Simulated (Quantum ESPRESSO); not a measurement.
Space group P1 (No. 1); a = 3.674 Å, b = 6.354 Å, c = 6.648 Å, α = 110.03°, β = 96.44°, γ = 91.02°

```csv
atom,site,symmetry,x,y,z
N,1a,1,0.0374,0.4874,0.3132
N,1a,1,0.6152,0.7572,0.5727
N,1a,1,0.4836,0.7202,0.0336
N,1a,1,0.9186,0.8729,0.7366
N,1a,1,0.5366,0.2471,0.5308
N,1a,1,0.4906,0.1930,0.0562
Sr,1a,1,0.0325,0.9178,0.3599
Sr,1a,1,0.9682,0.3870,0.8898
W,1a,1,0.5215,0.4176,0.3658
W,1a,1,0.4443,0.8951,0.8718
```

The geometry is that of Materials Project entry mp-989625, symmetrised and not relaxed again.

Question: What does PBEsol (Quantum ESPRESSO, PseudoDojo norm-conserving, 84 Ry, without SOC) give for the electronic structure near the Fermi level?

Answer: The PBEsol gap is 1.12 eV; at least one edge lies off the plotted path, at a point of the SCF mesh. The smallest direct gap is 1.27 eV. Spin-orbit coupling is left out, which matters for elements this heavy: edges can move by tenths of an eV.

The structure is a Materials Project entry; no match was found in the copy of COD used, and its stability was not checked.
